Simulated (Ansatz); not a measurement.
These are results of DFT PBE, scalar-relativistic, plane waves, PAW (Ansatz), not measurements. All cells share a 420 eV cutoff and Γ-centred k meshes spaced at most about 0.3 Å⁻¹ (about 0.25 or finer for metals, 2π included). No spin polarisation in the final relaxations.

All energies are static (0 K, no zero-point motion). All come from trial cells, and lower structures may exist.

Task: These unrelaxed guesses for CuSn4 are each relaxed within their symmetry. Order them by the energy at which they end, lowest first.
A.

```
Cu Sn
1.0
     4.53476    0.00000    0.00000
    -2.26738    3.92722    0.00000
     0.00000    0.00000    7.49460
Cu Sn
1 4
Cartesian
  0.0000 0.0000 3.7473
  0.0000 2.6181 3.7473
  2.2674 1.3091 3.7473
  0.0000 0.0000 1.1414
  0.0000 0.0000 6.3532
```

B.

```
Cu Sn
1.0
    -3.46738    3.46738    3.46738
     3.46738   -3.46738    3.46738
     3.46738    3.46738   -3.46738
Cu Sn
1 4
Direct
  0.00000 0.00000 0.00000
  0.00000 0.00000 0.74631
  0.74631 0.00000 0.00000
  0.00000 0.74631 0.00000
  0.25369 0.25369 0.25369
```

C.

```
Cu Sn
1.0
     5.02716    0.00000    0.00000
     0.00000    5.02716    0.00000
     0.00000    0.00000    5.02716
Cu Sn
1 4
Direct
  0.50000 0.50000 0.50000
  0.00000 0.00000 0.00000
  0.50000 0.50000 0.00000
  0.50000 0.00000 0.50000
  0.00000 0.50000 0.50000
```

Result: B (ends in Im-3m, 0 meV/atom), C (ends in Pm-3m, 97 meV/atom), A (ends in P6/mmm, 0.42 eV/atom). Even the lowest end lies +0.14 eV/atom against the elements.

Cells relaxed within their symmetry can be saddle points. Some structure types and database cells were kept out of the candidates from the start, so a known form may be missing.
